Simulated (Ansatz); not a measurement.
Values for one crystal, relaxed and computed with the program Ansatz at the r²SCAN level (PAW); other levels are named.

```yaml
volume_per_atom: 14.19 Å³
electronic_character: metallic (no gap)
Formation energy from the elements (no fitted shifts): -0.12 eV/atom
Density of states at the Fermi level: 0.45 states/eV per atom (mean over ±0.08 eV)
```

Problem. Which of these materials gives this?
A. ScAl3, Cu3Au type
B. Ca2Ga7Ag, P-4m2 (Pearson symbol tP10)
C. TiAl3, I4/mmm (Al on 2b, Al on 4d, Ti on 2a)
D. MgInCu4, F-43m (Mg on 4a, In on 4c, Cu on 16e)

Solution. D, MgInCu4, F-43m (Mg on 4a, In on 4c, Cu on 16e)

The first step of the workflow began from a Materials Project structure, measured or hypothetical; the Crystallography Open Database files this formula in space group No. 216, but the cells were not matched. Its standing as an ambient phase is unchecked. The cell was relaxed with r²SCAN under the symmetry of its start; its stability against distortions is not shown here. No spin polarisation was allowed. The references are the lowest solids computed at this level, not always the standard phases. Scalar-relativistic: spin–orbit coupling is off unless named, which matters more the heavier the elements.

Potentials: the later of the program's two PAW sets.
